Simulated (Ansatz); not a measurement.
A: WC (WC type, space group P-6m2), a = b = 2.922 Å, c = 2.847 Å, α = β = 90.00°, γ = 120.00°
B: AlN (wurtzite), a = b = 3.130 Å, c = 5.017 Å, α = β = 90.00°, γ = 120.00°
C: CdSe (wurtzite), a = b = 4.383 Å, c = 7.155 Å, α = β = 90.00°, γ = 120.00°
D: ZnO (wurtzite), a = 3.2799 Å, b = 3.2799 Å, c = 5.2941 Å, α = 90.00°, β = 90.00°, γ = 120.00°

Scan: energy over volume and axial ratio (atoms clamped). One method and one kind of scan serve all of them; meshes and ranges differ. All were relaxed with their symmetry unable to fall. Spin-orbit coupling is left out. The PAW data are Ansatz's earlier set. WC is run without spin polarisation.

### Question
Put the candidates in order of modulus against c/a change at fixed volume, (3/4V)·∂²E/∂(ln c/a)² (fitted), lowest first, for PBE (plane waves to 420 eV, PAW, scalar-relativistic; Ansatz, a quantum-chemistry and plane-wave program).

### Answer
C (38 GPa), D (100 GPa), B (191 GPa), A (355 GPa)

(A scan under strain: stresses follow from slopes of the energy per volume, elastic moduli from its curvatures.)
